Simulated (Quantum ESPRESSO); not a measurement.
## HfAuPt2Ta4 (finding a planted mistake in a log)

A calculation, not a measurement. The program is pw.x of Quantum ESPRESSO 7.5 (plane-wave density functional theory). The cell is made up: eight metal atoms on a hexagonal close-packed lattice, with elements, volume, strain and displacements drawn at random and not relaxed, so it may be unstable or far from any real phase. PseudoDojo standard norm-conserving files set the functional (PBE unless stated); there is no spin polarisation or spin-orbit coupling, the Fermi-Dirac width of 0.25 eV means electrons at about 2900 K, and the masses in the input are unused placeholders. Heavy elements are run without spin-orbit coupling, which real alloys of them have. A spin test at this wide smearing found no moment, but such smearing suppresses magnetism that the real alloy may have.

Intended input:

```
&control calculation='scf', pseudo_dir='./dojo.nc.sr.pbe.v0_5.standard.upf', outdir='./o', disk_io='minimal', tprnfor=.true., tstress=.true. /
&system ibrav=0, nat=8, ntyp=4, nbnd=77, ecutwfc=84.00895049, nosym=.true., tot_charge=0,
 occupations='smearing', smearing='fd', degauss=0.0183746611
/
&electrons conv_thr=1.470e-08, electron_maxstep=70, mixing_beta=0.5 /
ATOMIC_SPECIES
Au 1.0 Au.upf
Hf 1.0 Hf.upf
Pt 1.0 Pt.upf
Ta 1.0 Ta.upf
CELL_PARAMETERS angstrom
-0.043 -0.0573 -4.7884
-0.02 5.1196 0.0622
5.9128 -0.0231 0.0539
ATOMIC_POSITIONS angstrom
Hf 0.0672 0.0288 -0.0066
Au 3.0484 -0.0023 0.0536
Pt 1.4821 2.6441 0.1631
Ta 4.3867 2.5866 0.1033
Ta -0.0045 1.6638 -2.3943
Ta 2.9333 1.7439 -2.4125
Pt 1.3819 4.1966 -2.3021
Ta 4.3566 4.1834 -2.3539
K_POINTS automatic
5 5 4 1 1 1
```

The log is shortened where brackets say so; the opening notice, blank lines, dates and the lines on written files are dropped, and the path of the files is cut. It prints rydbergs, bohrs and kilobars, and counts compression as positive stress. Its total energy is the free energy E - TS of the whole cell.

Log of the intended run:

```
     Program PWSCF v.7.5
     Parallel version (MPI & OpenMP), running on       4 processor cores
     Number of MPI processes:                 4
     Threads/MPI process:                     1
     [start-up lines left out]
     bravais-lattice index     =            0
     lattice parameter (alat)  =       9.0498  a.u.
     unit-cell volume          =     977.9362 (a.u.)^3
     number of atoms/cell      =            8
     number of atomic types    =            4
     number of electrons       =       119.00
     number of Kohn-Sham states=           77
     kinetic-energy cutoff     =      84.0090  Ry
     charge density cutoff     =     336.0358  Ry
     scf convergence threshold =      1.5E-08
     mixing beta               =       0.5000
     number of iterations used =            8  plain     mixing
     Exchange-correlation= PBE
                           (   1   4   3   4   0   0   0)
     [axes and pseudopotential details left out]
   Cartesian axes
     site n.     atom                  positions (alat units)
         1        Hf     tau(   1) = (   0.0140323   0.0060139  -0.0013782  )
         2        Au     tau(   2) = (   0.6365506  -0.0004803   0.0111925  )
         3        Pt     tau(   3) = (   0.3094842   0.5521268   0.0340577  )
         4        Ta     tau(   4) = (   0.9160073   0.5401200   0.0215706  )
         5        Ta     tau(   5) = (  -0.0009397   0.3474258  -0.4999649  )
         6        Ta     tau(   6) = (   0.6125160   0.3641519  -0.5037654  )
         7        Pt     tau(   7) = (   0.2885610   0.8763116  -0.4807122  )
         8        Ta     tau(   8) = (   0.9097219   0.8735552  -0.4915288  )
     number of k points=    50  Fermi-Dirac smearing, width (Ry)=  0.0184
                       cart. coord. in units 2pi/alat
        k(    1) = (   0.1025432   0.0951819  -0.1020710), wk =   0.0400000
        k(    2) = (   0.3050448   0.0959952  -0.1038992), wk =   0.0400000
     [further k points left out]
     Dense  grid:   101755 G-vectors     FFT dimensions: (  54,  60,  72)
     Estimated max dynamical RAM per process >     400.39 MB
     Estimated total dynamical RAM >       1.49 GB
     Initial potential from superposition of free atoms
     starting charge     118.9941, renormalised to     119.0000
     Starting wfcs are   80 randomized atomic wfcs
     total cpu time spent up to now is        7.6 secs
     per-process dynamical memory:   317.4 Mb
     Self-consistent Calculation
     iteration #  1     ecut=    84.01 Ry     beta= 0.50
     Davidson diagonalization with overlap
     ethr =  1.00E-02,  avg # of iterations =  2.9
     total cpu time spent up to now is       28.2 secs
     total energy              =   -1450.34592617 Ry
     estimated scf accuracy    <       3.84882844 Ry
     iteration #  2     ecut=    84.01 Ry     beta= 0.50
     Davidson diagonalization with overlap
     ethr =  3.23E-03,  avg # of iterations =  3.0
     total cpu time spent up to now is       50.8 secs
     total energy              =   -1450.89887051 Ry
     estimated scf accuracy    <      17.16698546 Ry
     [iterations 3 to 14 left out]
     iteration # 15     ecut=    84.01 Ry     beta= 0.50
     Davidson diagonalization with overlap
     ethr =  1.44E-10,  avg # of iterations =  2.0
     total cpu time spent up to now is      296.4 secs
     total energy              =   -1452.59104908 Ry
     estimated scf accuracy    <       0.00000003 Ry
     iteration # 16     ecut=    84.01 Ry     beta= 0.50
     Davidson diagonalization with overlap
     ethr =  2.12E-11,  avg # of iterations =  2.0
     total cpu time spent up to now is      313.0 secs
     End of self-consistent calculation
     [lines on levels left out]
!    total energy              =   -1452.59104909 Ry
     estimated scf accuracy    <          2.6E-09 Ry
     smearing contrib. (-TS)   =      -0.11843223 Ry
     internal energy E=F+TS    =   -1452.47261686 Ry
     The total energy is F=E-TS. E is the sum of the following terms:
     one-electron contribution =    -352.89064925 Ry
     hartree contribution      =     235.55598021 Ry
     xc contribution           =    -293.97162199 Ry
     ewald contribution        =   -1041.16632583 Ry
     convergence has been achieved in  16 iterations
     Forces acting on atoms (cartesian axes, Ry/au):
     atom    1 type  2   force =     0.04890401   -0.03235210   -0.00383464
     atom    2 type  1   force =    -0.02136037    0.00871028   -0.01637822
     atom    3 type  3   force =     0.00069341   -0.03211200   -0.03290377
     atom    4 type  4   force =    -0.00547653   -0.00618396   -0.02660750
     atom    5 type  4   force =    -0.01707794    0.05935589    0.01396915
     atom    6 type  4   force =    -0.01513314   -0.02621075    0.03582572
     atom    7 type  3   force =     0.01027328    0.02588961    0.00396110
     atom    8 type  4   force =    -0.00082273    0.00290302    0.02596816
     Total force =     0.121771     Total SCF correction =     0.000372
     Computing stress (Cartesian axis) and pressure
          total   stress  (Ry/bohr**3)                   (kbar)     P=       -6.56
  -0.00012833   0.00005323  -0.00005500          -18.88        7.83       -8.09
   0.00005323  -0.00019326  -0.00006799            7.83      -28.43      -10.00
  -0.00005500  -0.00006799   0.00018785           -8.09      -10.00       27.63
     init_run     :      7.15s CPU      7.42s WALL (       1 calls)
     electrons    :    299.54s CPU    305.41s WALL (       1 calls)
     forces       :      3.77s CPU      3.80s WALL (       1 calls)
     stress       :     13.23s CPU     13.51s WALL (       1 calls)
     [timing details left out]
     PWSCF        :   5m23.89s CPU   5m30.43s WALL
     JOB DONE.
```

A second run was made from an input with one planted mistake. Its log:

```
     Program PWSCF v.7.5
     Parallel version (MPI & OpenMP), running on       4 processor cores
     Number of MPI processes:                 4
     Threads/MPI process:                     1
     [start-up lines left out]
     bravais-lattice index     =            0
     lattice parameter (alat)  =       9.0498  a.u.
     unit-cell volume          =     977.9362 (a.u.)^3
     number of atoms/cell      =            8
     number of atomic types    =            4
     number of electrons       =       119.00
     number of Kohn-Sham states=           77
     kinetic-energy cutoff     =      84.0090  Ry
     charge density cutoff     =     336.0358  Ry
     scf convergence threshold =      1.5E-08
     mixing beta               =       0.5000
     number of iterations used =            8  plain     mixing
     Exchange-correlation= PBE
                           (   1   4   3   4   0   0   0)
     [axes and pseudopotential details left out]
   Cartesian axes
     site n.     atom                  positions (alat units)
         1        Hf     tau(   1) = (   0.0140323   0.0060139  -0.0013782  )
         2        Au     tau(   2) = (   0.6365506  -0.0004803   0.0111925  )
         3        Pt     tau(   3) = (   0.3094842   0.5521268   0.0173525  )
         4        Ta     tau(   4) = (   0.9160073   0.5401200   0.0215706  )
         5        Ta     tau(   5) = (  -0.0009397   0.3474258  -0.4999649  )
         6        Ta     tau(   6) = (   0.6125160   0.3641519  -0.5037654  )
         7        Pt     tau(   7) = (   0.2885610   0.8763116  -0.4807122  )
         8        Ta     tau(   8) = (   0.9097219   0.8735552  -0.4915288  )
     number of k points=    50  Fermi-Dirac smearing, width (Ry)=  0.0184
                       cart. coord. in units 2pi/alat
        k(    1) = (   0.1025432   0.0951819  -0.1020710), wk =   0.0400000
        k(    2) = (   0.3050448   0.0959952  -0.1038992), wk =   0.0400000
     [further k points left out]
     Dense  grid:   101755 G-vectors     FFT dimensions: (  54,  60,  72)
     Estimated max dynamical RAM per process >     400.39 MB
     Estimated total dynamical RAM >       1.49 GB
     Initial potential from superposition of free atoms
     starting charge     118.9941, renormalised to     119.0000
     Starting wfcs are   80 randomized atomic wfcs
     total cpu time spent up to now is        8.3 secs
     per-process dynamical memory:   309.3 Mb
     Self-consistent Calculation
     iteration #  1     ecut=    84.01 Ry     beta= 0.50
     Davidson diagonalization with overlap
     ethr =  1.00E-02,  avg # of iterations =  2.9
     total cpu time spent up to now is       27.7 secs
     total energy              =   -1450.34693013 Ry
     estimated scf accuracy    <       3.85068848 Ry
     iteration #  2     ecut=    84.01 Ry     beta= 0.50
     Davidson diagonalization with overlap
     ethr =  3.24E-03,  avg # of iterations =  3.0
     total cpu time spent up to now is       50.6 secs
     total energy              =   -1450.90207707 Ry
     estimated scf accuracy    <      17.20100444 Ry
     [iterations 3 to 14 left out]
     iteration # 15     ecut=    84.01 Ry     beta= 0.50
     Davidson diagonalization with overlap
     ethr =  1.46E-10,  avg # of iterations =  2.0
     total cpu time spent up to now is      294.9 secs
     total energy              =   -1452.59437141 Ry
     estimated scf accuracy    <       0.00000003 Ry
     iteration # 16     ecut=    84.01 Ry     beta= 0.50
     Davidson diagonalization with overlap
     ethr =  2.12E-11,  avg # of iterations =  2.0
     total cpu time spent up to now is      312.4 secs
     End of self-consistent calculation
     [lines on levels left out]
!    total energy              =   -1452.59437141 Ry
     estimated scf accuracy    <          2.6E-09 Ry
     smearing contrib. (-TS)   =      -0.11848034 Ry
     internal energy E=F+TS    =   -1452.47589107 Ry
     The total energy is F=E-TS. E is the sum of the following terms:
     one-electron contribution =    -351.98049683 Ry
     hartree contribution      =     235.10463083 Ry
     xc contribution           =    -293.96191634 Ry
     ewald contribution        =   -1041.63810873 Ry
     convergence has been achieved in  16 iterations
     Forces acting on atoms (cartesian axes, Ry/au):
     atom    1 type  2   force =     0.04921401   -0.03290214   -0.00457400
     atom    2 type  1   force =    -0.02131302    0.00859359   -0.01548880
     atom    3 type  3   force =     0.00075018   -0.03406140   -0.01130254
     atom    4 type  4   force =    -0.00547223   -0.00611446   -0.02704747
     atom    5 type  4   force =    -0.01547083    0.06119623    0.00808253
     atom    6 type  4   force =    -0.01720383   -0.02516097    0.03050720
     atom    7 type  3   force =     0.01001600    0.02560658   -0.00482470
     atom    8 type  4   force =    -0.00052028    0.00284257    0.02464778
     Total force =     0.116985     Total SCF correction =     0.000364
     Computing stress (Cartesian axis) and pressure
          total   stress  (Ry/bohr**3)                   (kbar)     P=       -9.66
  -0.00015390   0.00005364  -0.00005198          -22.64        7.89       -7.65
   0.00005364  -0.00020406  -0.00008104            7.89      -30.02      -11.92
  -0.00005198  -0.00008104   0.00016093           -7.65      -11.92       23.67
     init_run     :      7.83s CPU      8.15s WALL (       1 calls)
     electrons    :    298.16s CPU    304.13s WALL (       1 calls)
     forces       :      4.26s CPU      4.29s WALL (       1 calls)
     stress       :     13.51s CPU     13.75s WALL (       1 calls)
     [timing details left out]
     PWSCF        :   5m23.93s CPU   5m30.51s WALL
     JOB DONE.
```

Question: the log repeats what the program read. Compare it with the intended run: what was wrong in the second input?

Answer: one coordinate of one atom is wrong. The input lines that differ:

```
- Pt 1.4821 2.6441 0.1631
+ Pt 1.4821 2.6441 0.0831
```

```
                                            intended run  run with the mistake
                          free energy (eV)    -19763.508            -19763.553
         entropy term -TS, part of it (eV)        -1.611                -1.612
                            pressure (GPa)         -0.66                 -0.97
size of the largest force component (eV/Å)         1.526                 1.573
largest change of a force component (eV/Å)                               0.555
                                iterations            16                    16
```

For scale, a rerun of the intended cell at a higher cutoff and on a denser mesh moved values by no more than 0.002 eV in energy, 0.03 GPa in stress and 0.010 eV/Å in force, and a second program with other atomic files agreed on that cell to 2 % rms in force and 0.5 GPa in pressure.